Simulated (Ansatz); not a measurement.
LaCl3 in space group P6_3/m (No. 176; La on 2c, Cl on 6h), DFT-LDA in the program Ansatz with PAW potentials. The conduction-band minimum lies on the Γ–A line, 62 % of the way from Γ, with 2 equivalent valleys. Second derivatives d²E/dk² of the lowest band at one valley (eV·Å²), along Cartesian directions:

| direction | d²E/dk² |
|---|---|
| [100] | 1.402 |
| [010] | 1.402 |
| [001] | 0.4913 |
| [110] | 1.402 |
| [101] | 0.9469 |
| [011] | 0.9469 |

Task: Find the principal effective masses, the density-of-states mass and the conductivity mass.

Result: Off-diagonal terms follow from H_xy = H[110] − (H_xx + H_yy)/2, and m*/mₑ = 7.620 eV·Å² over each eigenvalue: 5.4, 5.4, 16. One valley's DOS mass (m₁m₂m₃)^(1/3) = 7.7, conductivity mass 3/(Σ 1/mᵢ) = 6.9 mₑ.

Task: What effective density of states Nc follows at 300 K for parabolic valleys?

Result: Nc = 2.509e19 × 2 × (7.7)^(3/2) ≈ 1.1e21 cm⁻³.

The workflow started from a Materials Project entry (that database holds measured and hypothetical structures alike); the Crystallography Open Database copy checked does not list it. Its standing as an ambient phase is unchecked. The LDA relaxation kept the symmetry of its start; its stability against distortions is not shown here. Scalar-relativistic: spin–orbit coupling is off unless named, which matters more the heavier the elements.

Potentials: the later of the program's two PAW sets.

Edges and masses are those of Kohn–Sham bands, whose gap is no quasiparticle gap.
